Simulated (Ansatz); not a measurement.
Consider the following.

ReB (rock salt, space group No. 225), a = 4.3831 Å, b = 4.3831 Å, c = 4.3831 Å, α = 90.00°, β = 90.00°, γ = 90.00°; the cell used has 2 atoms.

This is the PBEsol-relaxed structure.

Problem. All from the program Ansatz at the PBEsol level (PAW), unless another level is named. Predict the highest zone-centre frequency.

Solution. 515 cm⁻¹.

Problem. And the Young's modulus?

Solution. 236 GPa.

Space group Fm-3m (rock salt). A made-up cell: these elements were put on the sites of a structure type; neither database checked (COD, Materials Project) lists it. COD files the formula under space group No. 141. Whether it is the stable phase at ambient conditions was not checked. The PBEsol relaxation kept the symmetry of its start; its stability against distortions is not shown here. No spin polarisation was allowed. As this level gives no gap, phonon frequencies hold no LO–TO term and depend on the k-mesh and smearing (Fermi–Dirac, 0.1 eV here). Spin–orbit coupling is left out wherever it is not named.

Potentials: the earlier of the program's two PAW sets. The files were generated under PBE; for other functionals the program regenerates the frozen cores, and for LDA and PBEsol the local potential too.
